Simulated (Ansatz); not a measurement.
Relaxed CdS (zinc blende):

```
CELL_PARAMETERS angstrom
      0.00000     5.92662     5.92662
      2.96331     0.00000     2.96331
      2.96331     2.96331     0.00000
ATOMIC_POSITIONS crystal
  S  0.37500 0.75000 0.75000
  S  0.87500 0.75000 0.75000
  Cd 0.00000 0.00000 0.00000
  Cd 0.50000 0.00000 0.00000
```

The numbers are results of PBE (plane waves to 420 eV, PAW, scalar-relativistic; Ansatz, a quantum-chemistry and plane-wave program), not measurements. k mesh 4×8×8 (Γ-centred), Fermi-Dirac smearing 0.05 eV. CdS was relaxed with its symmetry unable to fall.

One atom of the cell was then moved (with its periodic images), all else fixed, and the forces (eV/Å) came out as:

| atom | Fx | Fy | Fz |
|---|---|---|---|
| S1 | 0.000 | -0.106 | -0.106 |
| S2 | 0.257 | 0.375 | 0.375 |
| Cd3 | -0.369 | -0.175 | -0.175 |
| Cd4 | 0.111 | -0.094 | -0.094 |

### Question
Which atom was moved, and by which vector (Å)?

### Answer
S2, by (-0.09, -0.09, -0.09), 0.16 Å in all.

(For displaced atoms, the force is minus the slope of the energy, and its curvature is a force constant, which sets phonon frequencies.)
